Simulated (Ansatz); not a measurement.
CdS:
```
CdS
1.0
   -1.90847     1.90847     2.69801
    1.90847    -1.90847     2.69801
    1.90847     1.90847    -2.69801
Cd S
1 1
Direct
  0.00000   0.00000   0.00000
  0.50000   0.50000   0.00000
```

PBEsol (plane waves, PAW; program Ansatz) gives a gap of 0.12 eV without spin–orbit coupling, maximum at N, minimum at M.

Task: What happens when spin–orbit coupling is switched on?

Result: The gap stays essentially unchanged, to 0.12 eV; maximum at N, minimum at M.

Task: Give the electron effective mass with spin–orbit coupling.

Result: 0.17, 0.17, 0.41 mₑ (principal values).

Task: Give the hole effective mass with spin–orbit coupling.

Result: 0.26, 0.32, 1.5 mₑ (principal values).

Space group Fm-3m (rock salt). This is a known high-pressure phase of the composition, computed here at zero pressure and temperature. The PBEsol relaxation kept the symmetry of its start; whether a distortion lowers the energy is not shown.

Potentials: the later of the program's two PAW sets.
